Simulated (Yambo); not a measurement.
Si: sweep of GW parameters

G0W0@LDA for Si (space group P6_3/mmc, No. 194) in Yambo. Reference settings: 6×6×2 Γ-centred k mesh, 176 bands and a 10 Ry block in the screening, 176 bands in G with the Bruneval-Gonze terminator, plasmon pole fitted at 27.2 eV. The LDA gap Γ → M on this mesh is 0.27 eV; G0W0 gaps are taken between the same points.

| change from the reference | G0W0 gap Γ → M (eV) | shift of the valence edge (eV) | rough Yambo cost |
|---|---|---|---|
| reference settings | 0.99 | -0.69 | 1 |
| 58 bands in W, 58 bands in G | 0.95 | -0.44 | about 1/3 |
| 108 bands in W, 108 bands in G | 0.97 | -0.61 | within a factor of two |
| 58 bands in G | 0.99 | -0.65 | – |
| 108 bands in G | 0.99 | -0.68 | – |
| 74 bands in W | 0.96 | -0.55 | within a factor of two |
| 4 Ry block | 0.77 | -0.37 | about 1/4 |
| 8 Ry block | 0.96 | -0.65 | within a factor of two |
| pole fitted at 15 eV | 0.97 | -0.60 | – |
| no random integration | 0.98 | -0.65 | – |
| 58 bands in G, no terminator | 0.88 | -0.30 | – |
| 108 bands in G, no terminator | 0.93 | -0.53 | – |
| no terminator | 0.96 | -0.64 | – |

The reference isn't shown to be the converged limit. Costs are rough (shared machines), scaled to the same edge states, and given only for runs that recompute the screening.

Geometry relaxed with LDA; primitive cell a = b = 3.7993 Å, c = 6.2738 Å, α = β = 90.00°, γ = 120.00°.

This is not the ordinary phase of the substance; no match was found in the copy of COD used, and its stability was not checked.

A shift is the quasiparticle energy of the state minus its LDA energy.
